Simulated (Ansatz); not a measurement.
The calculation used DFT PBE, scalar-relativistic, plane waves, PAW (Ansatz). Settings: cutoff 420 eV, Γ-centred meshes spaced at most about 0.3 Å⁻¹, and about 0.25 Å⁻¹ or finer for metals (2π included), Gaussian smearing. No spin polarisation in the final relaxations.

Temperature and zero-point effects are left out.

Two forms of Ir₂Rh were relaxed alike.

A.

Space group P6_3/mmc (No. 194). a = 2.740 Å, b = 2.740 Å, c = 13.288 Å, α = 90.00°, β = 90.00°, γ = 120.00°
```
atom  site  symmetry       x       y       z
  Ir    4f       3m.  0.3333  0.6667  0.0829
  Rh    2d      -6m2  0.3333  0.6667  0.7500
```

B.

Space group P-3m1 (No. 164). a = 2.727 Å, b = 2.727 Å, c = 6.681 Å, α = 90.00°, β = 90.00°, γ = 120.00°
| atom | site | symmetry | x | y | z |
| --- | --- | --- | --- | --- | --- |
| Ir | 2d | 3m. | 0.3333 | 0.6667 | 0.6662 |
| Rh | 1a | -3m. | 0.0000 | 0.0000 | 0.0000 |

Problem. Which is lower in energy, and by how much?

Solution. B is lower, by 56 meV/atom. A has Ir and Rh ordered on hcp sites, space group P6_3/mmc (No. 194), 14.4 Å³/atom and no gap on its mesh; B has Ir and Rh ordered on fcc sites, space group P-3m1 (No. 164), 14.3 Å³/atom and no gap. In A, around Ir lie 9 Ir at 2.71–2.74 Å and 3 Rh at 2.73 Å; Rh is surrounded by 6 Ir at 2.73 Å and 6 Rh at 2.74 Å. In B, Ir is surrounded by 9 Ir at 2.72–2.73 Å and 3 Rh at 2.73 Å; Rh has 6 Rh at 2.73 Å and 6 Ir at 2.73 Å. Both come from invented guesses.

Spin–orbit coupling, which can matter for Ir, is left out. Cells relaxed within their symmetry can be saddle points.
